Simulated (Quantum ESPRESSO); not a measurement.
**An isovalent swap in NaF: field gradients**

Host, cell and atoms relaxed with PBE and no dispersion term (field gradients by the PAW reconstruction of the field gradient on a scalar-relativistic PBE ground state (a modified build of Quantum ESPRESSO, JTH datasets), 30 Ha, k-mesh 5×5×5 through Γ):

| site | site symmetry | Vzz (10²¹ V/m²) | η_Q | ∣C_Q∣ (MHz) |
|---|---|---|---|---|
| Na (atoms 1, 3, 5, 7) | m-3m | 0 | – | 0 (²³Na) |
| F (atoms 2, 4, 6, 8) | m-3m | 0 | – | – |

Its cell: a = b = c = 4.6649 Å, α = β = γ = 90.00°.

Changed cell (atom 1 is the new one; 30 Ha, k-mesh 5×5×5 through Γ):

```yaml
crystal:
  lattice:
    - [4.92213, 0.00000, 0.00000]
    - [0.00000, 4.92213, 0.00000]
    - [0.00000, 0.00000, 4.92213]
  atoms:
    - { symbol: K, position: [0.00000, 0.00000, 0.00000] }
    - { symbol: F, position: [0.50000, 0.00000, 0.00000] }
    - { symbol: Na, position: [0.00000, 0.50000, 0.50000] }
    - { symbol: F, position: [0.50000, 0.50000, 0.50000] }
    - { symbol: Na, position: [0.50000, 0.00000, 0.50000] }
    - { symbol: F, position: [0.00000, 0.00000, 0.50000] }
    - { symbol: Na, position: [0.50000, 0.50000, 0.00000] }
    - { symbol: F, position: [0.00000, 0.50000, 0.00000] }
```
The cell was made here from a computed Materials Project entry: one of 4 Na replaced by K, cell and atoms relaxed (PBE without dispersion, pw.x of Quantum ESPRESSO, symmetry kept). The parent is NaF in Fm-3m. The swapped cell is a model, not a known phase. Stability against distortions was not tested.

Quadrupole moments taken as inputs (sizes, barn, from the tables of PySCF and pymatgen): ²³Na 0.104, ³⁹K 0.0585.

Convention: |Vzz| is the largest principal value, η_Q = (Vxx − Vyy)/Vzz, |C_Q| = |eQVzz/h|. Cores are frozen. Against all-electron runs on small test molecules, this scheme's |Vzz| missed by −6 to +4 % (−29 % in KF) on F.

Q: What do the sites of the changed cell show?

A: 
```json
[
 {"site": "K (atom 1)", "distance to atom 1 (Å)": "–", "Vzz (10²¹ V/m²)": "0", "η_Q": "–", "∣C_Q∣ (MHz)": "0"},
 {"site": "F1 (atoms 2, 6, 8)", "distance to atom 1 (Å)": "2.46", "Vzz (10²¹ V/m²)": "-3.44", "η_Q": "0.00", "∣C_Q∣ (MHz)": "–"},
 {"site": "Na (atoms 3, 5, 7)", "distance to atom 1 (Å)": "3.48", "Vzz (10²¹ V/m²)": "under 0.2", "η_Q": "–", "∣C_Q∣ (MHz)": "under 0.49"},
 {"site": "F2 (atom 4)", "distance to atom 1 (Å)": "4.26", "Vzz (10²¹ V/m²)": "0", "η_Q": "–", "∣C_Q∣ (MHz)": "–"}
]
```
The swap repeats in every cell, so this is an ordered compound and not a dilute impurity.
